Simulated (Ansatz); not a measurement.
# HfC, first-principles data

HfC:
```
CELL_PARAMETERS angstrom
      3.22664     0.00000     0.00000
     -1.61332     2.79435     0.00000
      0.00000     0.00000     2.90160
ATOMIC_POSITIONS crystal
  Hf 0.00000 0.00000 0.00000
  C  0.33333 0.66667 0.50000
```

Space group P-6m2 (No. 187); conventional cell a = b = 3.2266 Å, c = 2.9016 Å, α = β = 90.00°, γ = 120.00°.

Method: r²SCAN (plane waves, PAW; program Ansatz). The cell and atoms are relaxed at this level. Other levels are named where they apply.

### Cell and energy

Volume per atom: 13.08 Å³
Density: 12.09 g/cm³
Formation energy from the elements (no fitted shifts): -276 meV/atom

### Electronic structure

- Electronic character = metallic (no gap)
- Density of states at the Fermi level = 0.03 states/eV per atom (mean over ±0.08 eV)
- Gap with spin–orbit coupling = none (metallic)

### Mechanics

Bulk modulus (Birch–Murnaghan fit): 209 GPa
Pressure derivative B′: 3.8

### Charges

- Bader charges = Hf +1.94, C -1.94 e

The start of the workflow was typed in or built on a structure type; neither database checked (COD, Materials Project) lists it. It is not the phase usual at ambient conditions (space group No. 225). The cell was relaxed with r²SCAN under the symmetry of its start; its stability against distortions is not shown here. No spin polarisation was allowed. The references are the lowest solids computed at this level, not always the standard phases. Spin–orbit coupling is left out wherever it is not named.

Potentials: the earlier of the program's two PAW sets.
